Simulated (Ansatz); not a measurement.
LaBi₂Au:
Space group P4/nmm, origin choice 1 (No. 129); a = b = 4.694 Å, c = 10.230 Å, α = β = γ = 90.00°

```csv
atom,site,symmetry,x,y,z
Bi,2c,4mm,0.0000,0.5000,0.1784
La,2c,4mm,0.5000,0.0000,0.2380
Bi,2b,-4m2,0.5000,0.5000,0.5000
Au,2a,-4m2,0.0000,0.0000,0.0000
```

Relaxed with r²SCAN.

### Question
Which orbitals make up the states near the Fermi level in plane-wave PAW r²SCAN (Ansatz code)?

### Answer
Within 0.5 eV of the Fermi level: Bi 6p 56 %, La 5d 20 %, La 4f 8 %, Au 5d 5 %. Projections are on Löwdin-orthogonalised atomic valence shells; empty p or d shells of many metals are not among them.

### Question
Tabulate the density of states.

### Answer
States/eV per cell of 8 atoms, in 0.25 eV bins, energy from the Fermi level.

```tsv
E (eV)	total	La 4f	Au 5d	Bi 6p
-7.85	0.00	0.00	0.00	0.00
-7.60	0.00	0.00	0.00	0.00
-7.35	0.00	0.00	0.00	0.00
-7.10	0.00	0.00	0.00	0.00
-6.85	0.00	0.00	0.00	0.00
-6.60	0.00	0.00	0.00	0.00
-6.35	0.00	0.00	0.00	0.00
-6.10	1.20	0.00	0.47	0.28
-5.85	5.37	0.01	2.28	1.21
-5.60	4.06	0.01	1.83	0.96
-5.35	8.92	0.02	6.00	1.56
-5.10	10.78	0.03	8.40	1.32
-4.85	14.23	0.04	11.51	1.56
-4.60	14.85	0.04	12.59	1.38
-4.35	14.35	0.05	11.89	1.35
-4.10	10.85	0.04	8.41	1.39
-3.85	5.27	0.02	3.63	1.04
-3.60	2.92	0.01	1.32	1.11
-3.35	3.18	0.02	1.07	1.49
-3.10	3.44	0.02	0.76	1.95
-2.85	4.07	0.02	0.64	2.55
-2.60	3.91	0.03	0.64	2.29
-2.35	7.63	0.04	1.66	4.03
-2.10	5.27	0.04	0.57	3.21
-1.85	6.38	0.06	0.54	3.92
-1.60	7.06	0.09	0.62	4.23
-1.35	5.27	0.08	0.45	2.99
-1.10	4.27	0.09	0.36	2.38
-0.85	4.60	0.14	0.40	2.63
-0.60	4.53	0.20	0.37	2.52
-0.35	4.56	0.28	0.31	2.50
-0.10	2.98	0.25	0.13	1.73
0.15	2.42	0.23	0.08	1.44
0.40	2.13	0.25	0.07	1.09
0.65	1.68	0.19	0.04	0.81
0.90	2.69	0.46	0.06	0.91
1.15	5.58	1.21	0.08	1.44
1.40	6.25	1.84	0.09	1.46
1.65	7.30	2.55	0.11	1.09
1.90	16.12	10.42	0.14	1.01
2.15	70.28	63.99	0.23	0.79
```

The workflow started from an entry of the Crystallography Open Database (COD, 100 K). Whether it is the stable phase at ambient conditions was not checked. The cell was relaxed with r²SCAN under the symmetry of its start; its stability against distortions is not shown here. Axis ratios of metals converge slowly with the k-mesh, so a and c are less sure than the volume. Scalar-relativistic: spin–orbit coupling is off unless named, which matters more the heavier the elements.

Potentials: the later of the program's two PAW sets.
